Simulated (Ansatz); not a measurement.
**One relaxed cell of KCdF3 at several levels**

A database entry relaxed whole under r2SCAN at zero pressure (Pnma, No. 62):

```
K Cd F
1.0
     6.18452    0.00000    0.00000
     0.00000    8.63702    0.00000
     0.00000    0.00000    6.06136
K Cd F
4 4 12
Direct
  0.04453 0.25000 0.98906
  0.95547 0.75000 0.01094
  0.45547 0.75000 0.48906
  0.54453 0.25000 0.51094
  0.00000 0.00000 0.50000
  0.00000 0.50000 0.50000
  0.50000 0.00000 0.00000
  0.50000 0.50000 0.00000
  0.47530 0.25000 0.08026
  0.52470 0.75000 0.91974
  0.02470 0.75000 0.58026
  0.97530 0.25000 0.41974
  0.29150 0.04240 0.70667
  0.70850 0.54240 0.29333
  0.20850 0.95760 0.20667
  0.79150 0.45760 0.79333
  0.70850 0.95760 0.29333
  0.29150 0.45760 0.70667
  0.79150 0.04240 0.79333
  0.20850 0.54240 0.20667
```

Its volume is 16.19 Å³ an atom, +0.4 % against the entry's 16.13, a cell as deposited in COD (1982).

Single points on this cell with plane-wave PAW DFT (Ansatz 0.2.0; r2SCAN 500 eV, hybrids 420 eV; fermi-dirac occupations of width 0.020 eV; no moments): r2SCAN on a 6×4×6 Γ-centred mesh; HSE06 on a 4×2×4 Γ-centred mesh; PBE0 on a 4×2×4 Γ-centred mesh.

**Question.** How do gap, pressure and charges move from level to level?

**Answer.** The runs give:

| level | gap (eV), or kind | pressure (GPa) | Bader charge of K (e) | Bader charge of Cd (e) | Bader charge of F (e) |
| --- | --- | --- | --- | --- | --- |
| r2SCAN | 4.10 | 0.0 | +0.90 | +1.49 | -0.80 |
| HSE06 | 5.42 | 1.2 | +0.90 | +1.52 | -0.81 |
| PBE0 | 6.17 | 1.1 | +0.90 | +1.51 | -0.81 |

Under r2SCAN the gap is 4.10 eV, over mesh and band path. HSE06 moves it by +1.31 eV and PBE0 by +2.07 eV; PBE0 keeps its exact exchange at long range, which widens the gap over HSE06's by 0.76 eV on their common mesh.

Caveats: the relaxation kept the start's symmetry; HSE06 is read on its mesh and at the zone's corners, PBE0 on its mesh alone; hybrid pressures are good to a few tenths of a GPa; pressure is positive in compression.
